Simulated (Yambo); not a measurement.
```
CELL_PARAMETERS angstrom
      2.87823    -4.38541     0.00000
      2.87823     4.38541     0.00000
      0.00000     0.00000     7.15266
ATOMIC_POSITIONS crystal
  O  0.71361 0.76619 0.75000
  O  0.28639 0.23381 0.25000
  O  0.76619 0.71361 0.25000
  O  0.23381 0.28639 0.75000
  O  0.25907 0.74093 0.93726
  O  0.74093 0.25907 0.06274
  O  0.74093 0.25907 0.43726
  O  0.25907 0.74093 0.56274
  Cr 0.63611 0.36389 0.25000
  Cr 0.36389 0.63611 0.75000
  Hg 0.00000 0.00000 0.50000
  Hg 0.00000 0.00000 0.00000
```

CrHgO$_{4}$ (space group Cmcm, No. 63): mean Im ε in 1 eV windows above the direct gap of 2.80 eV, for different electron-hole kernels (Yambo, broadening 0.15 eV, LDA (pw.x of Quantum ESPRESSO, ONCV potentials, without SOC) bands; 4×4×2 mesh, 23 valence and 12 conduction bands, static screening with 125 bands and a 3 Ry block, scissor 1.43 eV, Tamm-Dancoff; field along x).

| window (eV) | independent quasiparticles | RPA (no attraction) | BSE |
|---|---|---|---|
| 2.8 to 3.8 | 1.0 | 0.7 | 4.0 |
| 3.8 to 4.8 | 6.3 | 3.7 | 4.8 |
| 4.8 to 5.8 | 5.8 | 4.6 | 6.7 |
| 5.8 to 6.8 | 6.7 | 4.8 | 5.0 |

This run doesn't resolve bound excitons or single peaks, so only averages are given, and they too depend on the mesh; weight that the attraction moves below the gap isn't listed. All transitions below 7.44 eV are in the band window. The scissor comes from a G0W0 run whose convergence isn't established.

Spin-orbit coupling is left out, which matters for elements this heavy: edges can move by tenths of an eV. The 3d shell has no Hubbard U; the runs are without spin polarisation, and magnetic order was not tried.

Geometry of the Materials Project entry, not relaxed at this level.

The structure is a Materials Project entry; no match was found in the copy of COD used, and its stability was not checked.
